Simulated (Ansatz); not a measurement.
SnTe:
```xyz
2
Lattice="0.0000 3.2048 3.2048 3.2048 0.0000 3.2048 3.2048 3.2048 0.0000" Properties=species:S:1:pos:R:3 pbc="T T T"
Sn     0.0000     0.0000     0.0000
Te     3.2048     3.2048     3.2048
```

Relaxed with PBE. Special points in fractions of this cell's reciprocal vectors: Γ (0.000, 0.000, 0.000); X (0.500, 0.000, 0.500); U (0.625, 0.250, 0.625); K (0.375, 0.375, 0.750); L (0.500, 0.500, 0.500); W (0.500, 0.250, 0.750).

Task: List the band energies nearest the valence-band maximum at these points for DFT-PBE in the program Ansatz with PAW potentials.

Result: In eV from the valence-band maximum; about four levels below and three above (degenerate sets whole), none deeper than 8.9 eV; points with the same levels are listed once.

```
k                    below           above
-  -----------------------  --------------
Γ  -4.87 -2.00 -2.00 -2.00  3.25 3.25 3.25
X  -6.43 -5.21 -3.49 -3.49  2.39 4.69 4.69
U  -7.24 -4.84 -3.02 -2.58  2.92 3.00 4.23
L   -8.07 -1.68 -1.68 0.00  0.05 0.45 0.45
W  -7.21 -4.51 -4.51 -0.81  0.86 4.60 4.60
```

Space group Fm-3m (rock salt). The PBE relaxation kept the symmetry of its start. Spin–orbit coupling is left out wherever it is not named.

Potentials: the earlier of the program's two PAW sets.
